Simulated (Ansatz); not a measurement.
A crystal relaxed with r2SCAN in Ansatz 0.2.0 has space group P-4m2 (No. 115) and a = 4.598 Å, c = 6.473 Å.

```tsv
atom	site	x	y	z
Li	1a	0.0000	0.0000	0.0000
Te	2g	0.0000	0.5000	0.2309
Xx	1c	0.5000	0.5000	0.5000
```

The r2SCAN gap is direct at Γ: 0.40 eV. The HSE06 gap is direct at Γ: 0.75 eV. Meshes: r2SCAN 6×6×4, HSE06 4×4×4.

Question: Which element is Xx?
A. Al
B. Tl
C. In
D. Ga

Answer: B. Xx is Tl: an ordered 4-atom cell of LiTlTe₂ on the zincblende lattice (P-4m2). Li is surrounded by 4 Te at 2.74 Å; Te is surrounded by 2 Li at 2.74 Å and 2 Tl at 2.88 Å; Tl is surrounded by 4 Te at 2.88 Å.

Values at 0 K without nuclear motion; spin polarisation is off, and the phase may be a hypothetical one.

Spin-orbit coupling is left out; in compounds of Pb, Bi, Tl or Hg it can lower a gap by up to about 1 eV, split its edges or invert the bands.

The meshes of the hybrids are coarse, so their gaps aren't converged to the digits shown.
